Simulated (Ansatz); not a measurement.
ScCu: computed DOS

```
Sc Cu
1.0
     3.25600    0.00000    0.00000
     0.00000    3.25600    0.00000
     0.00000    0.00000    3.25600
Sc Cu
1 1
Direct
  0.50000 0.50000 0.50000
  0.00000 0.00000 0.00000
```

The geometry is COD entry 1523972, unchecked; take it as a test cell.

All numbers below come from DFT, LDA, all-electron LAPW, scalar-relativistic (Ansatz 0.2.0).

Numerical set-up: a Γ-centred 11×11×11 k mesh, Fermi–Dirac smearing of 0.05 eV, basis error target 0.5 meV/atom, no spin polarisation.

States per eV and cell, averaged over 0.6 eV, from -7.0 to 0.6 eV, with energies (bin centres) from the Fermi level; empty bins are left out. The partial columns, the largest 4 alone, are projections on Löwdin-orthogonalised atomic shells (those that the program's projection atoms carry: the occupied ones and, for some elements, an empty d or f shell; other empty shells have no column), summed over atoms of an element. Weights on diffuse s and p shells depend on that basis and aren't pure angular character.

```json
{"E (eV)": "-6.8", "total": "0.08", "Cu 3d": "0.00", "Sc 3d": "0.00", "Cu 4s": "0.03", "Sc 4s": "0.04"}
{"E (eV)": "-6.2", "total": "0.19", "Cu 3d": "0.00", "Sc 3d": "0.00", "Cu 4s": "0.08", "Sc 4s": "0.10"}
{"E (eV)": "-5.6", "total": "0.29", "Cu 3d": "0.01", "Sc 3d": "0.01", "Cu 4s": "0.13", "Sc 4s": "0.13"}
{"E (eV)": "-5.0", "total": "0.45", "Cu 3d": "0.04", "Sc 3d": "0.03", "Cu 4s": "0.20", "Sc 4s": "0.16"}
{"E (eV)": "-4.4", "total": "1.16", "Cu 3d": "0.36", "Sc 3d": "0.18", "Cu 4s": "0.43", "Sc 4s": "0.17"}
{"E (eV)": "-3.8", "total": "3.92", "Cu 3d": "3.14", "Sc 3d": "0.41", "Cu 4s": "0.19", "Sc 4s": "0.16"}
{"E (eV)": "-3.2", "total": "11.14", "Cu 3d": "10.43", "Sc 3d": "0.46", "Cu 4s": "0.12", "Sc 4s": "0.09"}
{"E (eV)": "-2.6", "total": "1.98", "Cu 3d": "1.44", "Sc 3d": "0.18", "Cu 4s": "0.19", "Sc 4s": "0.14"}
{"E (eV)": "-2.0", "total": "0.92", "Cu 3d": "0.37", "Sc 3d": "0.27", "Cu 4s": "0.21", "Sc 4s": "0.05"}
{"E (eV)": "-1.4", "total": "0.58", "Cu 3d": "0.11", "Sc 3d": "0.24", "Cu 4s": "0.07", "Sc 4s": "0.12"}
{"E (eV)": "-0.8", "total": "1.49", "Cu 3d": "0.14", "Sc 3d": "0.85", "Cu 4s": "0.06", "Sc 4s": "0.25"}
{"E (eV)": "-0.2", "total": "1.42", "Cu 3d": "0.13", "Sc 3d": "0.88", "Cu 4s": "0.05", "Sc 4s": "0.13"}
{"E (eV)": "0.4", "total": "3.00", "Cu 3d": "0.19", "Sc 3d": "2.38", "Cu 4s": "0.04", "Sc 4s": "0.02"}
```

(1) Which of the resolved shells contributes most within 0.3 eV of the Fermi level?

(2) Where is the centre of the filled Cu 3d states between -14 eV and the top of the filled states?

Answers

(1) Sc 3d, with 65 % of all states there; Cu 3d follows with 8 %.

(2) -3.20 eV from the Fermi level.
